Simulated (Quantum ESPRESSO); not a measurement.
Ca3MgO4, space group Pm-3m (No. 221):

```
CELL_PARAMETERS angstrom
      4.72131     0.00000     0.00000
      0.00000     4.72131     0.00000
      0.00000     0.00000     4.72131
ATOMIC_POSITIONS crystal
  Mg 0.00000 0.00000 0.00000
  O  0.50000 0.00000 0.00000
  Ca 0.00000 0.50000 0.50000
  O  0.50000 0.50000 0.50000
  Ca 0.50000 0.00000 0.50000
  O  0.00000 0.00000 0.50000
  Ca 0.50000 0.50000 0.00000
  O  0.00000 0.50000 0.00000
```
The cell was made here from a computed Materials Project entry: one of 4 Ca replaced by Mg, cell and atoms relaxed (PBE without dispersion, pw.x of a modified build of Quantum ESPRESSO, symmetry kept). The parent is CaO in Fm-3m. The swapped cell is a model, not a known phase. Stability against distortions was not tested.

| site | Wyckoff letter | site symmetry |
|---|---|---|
| Mg | a | m-3m |
| O1 | d | 4/mmm |
| Ca | c | 4/mmm |
| O2 | b | m-3m |

Cores are frozen. Against all-electron runs on small test molecules, this scheme's |Vzz| missed by −2 to +6 % on O.

**Question.** Where does symmetry force the field gradient to vanish or to be axial, and what does the PAW reconstruction of the field gradient on a scalar-relativistic PBE ground state (Quantum ESPRESSO, JTH datasets) give?

**Answer.** 
```json
[
 {"site": "Mg", "by symmetry": "vanishes (cubic site)", "Vzz (a.u.)": "0", "η_Q": "–"},
 {"site": "O1", "by symmetry": "axial, η = 0 (an axis of order 3 or more)", "Vzz (a.u.)": "0.536", "η_Q": "0.00"},
 {"site": "Ca", "by symmetry": "axial, η = 0 (an axis of order 3 or more)", "Vzz (a.u.)": "under 0.02", "η_Q": "–"},
 {"site": "O2", "by symmetry": "vanishes (cubic site)", "Vzz (a.u.)": "0", "η_Q": "–"}
]
```
